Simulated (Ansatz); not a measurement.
Na (hcp, Mg type)

```
CELL_PARAMETERS angstrom
      3.71812     0.00000     0.00000
     -1.85906     3.21999     0.00000
      0.00000     0.00000     6.07516
ATOMIC_POSITIONS crystal
  Na 0.33333 0.66667 0.25000
  Na 0.66667 0.33333 0.75000
```

The slice is a (0001) plane (indices of the conventional cell) through the point (0.667, 0.333, 0.750) (fractional), spanned by u = [110] and v = [1 -1 0] in vectors of this cell: u (3.72 Å) and v (6.44 Å, at 90° to u). It covers one period; positions are fractions (u, v).

Computed with PBEsol (plane waves to 420 eV, PAW, scalar-relativistic; Ansatz, a first-principles code). k mesh 14×14×8. Inside the PAW spheres the values are not all-electron values, and peaks at nuclei hang on which shells count as valence. Na was relaxed with its symmetry unable to fall. This is one of several known forms of Na; the measured ambient cells at hand have space group No. 229.

Question: What is the ELF at the midpoint of the shortest Na–Na line in this plane (3.72 Å)?

Answer: 0.43.

Question: What is the valence density on the shortest Na–Na line in this plane (3.72 Å), at its midpoint?

Answer: 0.03 e/Å³.

Question: Predict the map of the electron localisation function (ELF) on the slice.

Answer: 
```
|xxxx@@==    ==**==    ==@@xx|
|@@@@##..  ..++##++..  ..##@@|
|++==      ::**##**::      ==|
|        ::++##%%##++::      |
|    ..--++##########++--..  |
|====++****++======++****++==|
|%%%%##**--..      ..--**##%%|
|@@%%**::              ::**%%|
|%%##--    ..==++==..    --##|
|##++..  ..##@@@@@@##..  ..++|
|##==    ==@@xxxxxx@@==    ==|
|**--    ++@@xxxxxx@@++    --|
|**==    ==@@xxxxxx@@==    ==|
|##++..  ..##@@@@@@##..  ..++|
|##**::      ==++==      ::**|
|%%##++::              ::++##|
|######++--..      ..--++####|
|====++****++======++****++==|
|    ..--**##%%%%%%##**--..  |
|        ::**%%@@%%**::      |
|++==..    --##%%##--    ..==|
|@@@@##..  ..++##++..  ..##@@|
|xxxx@@==    ==##==    ==@@xx|
|xxxx@@++    --**--    ++@@xx|
```
Scale: ten equal steps from 0.02 (start of ' ') to 0.62 (end of '@'), in the order ' .:-=+*#%@'. Values: electron localisation function (ELF). The map has 14 points along u (two characters each, u = 0 at the left) and 24 along v (v = 0 in the bottom row). Points within 0.5 Å of a nucleus are blanked (x), as the pseudised field means little there.
